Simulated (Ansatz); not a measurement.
A plane-wave DFT run in Ansatz 0.2.0 (scalar-relativistic PAW potentials unless the input names others): input and command.

```yaml
crystal:
  lattice:
    - [5.1306328265, 0.0, 0.0]
    - [0.0, 3.2295522787, 6.2725903082]
    - [0.0, -3.2295522787, 6.2725903082]
  atoms:
    - { symbol: K, position: [0.0, 0.8072580568, 0.8072580568] }
    - { symbol: Mg, position: [0.0, 0.3161964554, 0.830826374] }
    - { symbol: Mg, position: [0.0, 0.830826374, 0.3161964554] }
    - { symbol: Mg, position: [0.0, 0.3515815288, 0.3515815288] }
    - { symbol: Mg, position: [0.5, 0.1896525635, 0.6797487876] }
    - { symbol: Mg, position: [0.5, 0.6797487876, 0.1896525635] }
    - { symbol: Mg, position: [0.5, 0.1871411033, 0.1871411033] }
    - { symbol: Cd, position: [0.5, 0.6375961307, 0.6375961307] }
basis:
  ecutwfc: 500
kpoints:
  mp_grid: { grid: [6, 6, 6], kspacing: 0.3 }
hamiltonian:
  xc: r2scan
scf:
  occupations: { method: gaussian, width: 0.1 }
  max_iter: 80
output:
  forces: true
  eigenvalues: true
  stress: true
```

```bash
ansatz run input.yaml --threads 2 --pin off --max-ram 5120MiB --backend cpu --events-out ev --progress --plain --runs-dir out
```

Question: What is wrong with this input?

Answer: The program refuses it, because of a mesh typed together with a spacing (kpoints.mp_grid.kspacing: not typed → 0.3). Without that key it is accepted.

Abridged log:
```
Error: invalid value for `kpoints.mp_grid.kspacing`: mutually exclusive with `grid` — set one or the other
```